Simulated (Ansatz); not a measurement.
This run works on a generated trial structure, not on a known crystal.

Input and command of a plane-wave DFT calculation in Ansatz:

```yaml
crystal:
  lattice:
    - [2.91084467, 1.68057695, 3.72931127]
    - [-2.91084467, 1.68057695, 3.72931127]
    - [0.0, -3.36115391, 3.72931127]
  atoms:
    - { symbol: Yb, position: [0.5, 0.5, 0.5], spin: 1.0 }
    - { symbol: Yb, position: [0.16595795, 0.16595795, 0.16595795], spin: 1.0 }
    - { symbol: Yb, position: [0.83404205, 0.83404205, 0.83404205], spin: 1.0 }
    - { symbol: S, position: [0.0, 0.0, 0.0] }
basis:
  ecutwfc: 420
kpoints:
  mp_grid: { grid: [4, 4, 4] }
hamiltonian:
  xc: pbe
scf:
  occupations: { method: gaussian, width: 0.2 }
  lower_state_search: "off"
output:
  forces: true
  stress: true
  eigenvalues: true
  populations: true
magnetization:
  spin_polarized: true
relax:
  adjacent_minimum: "off"
  f_tol: 0.08
  max_steps: 16
  cell: { stress_tol: 0.8 }
```

```bash
ansatz run input.yaml --threads 1 --pin off --max-ram 2560MiB --backend cpu --events-out ev --progress --plain --runs-dir out
```

Processor: Intel(R) Xeon(R) Platinum 8375C CPU @ 2.90GHz (Ice Lake), 1 thread, on a host shared with other jobs.

Estimate time, memory and problem size.

About 98 s, peak memory 0.55 GiB. It solves 49 bands at 13 k points (after reduction by symmetry) with about 2599 plane waves (on the last cell), in 132 SCF iterations over 7 ionic steps.
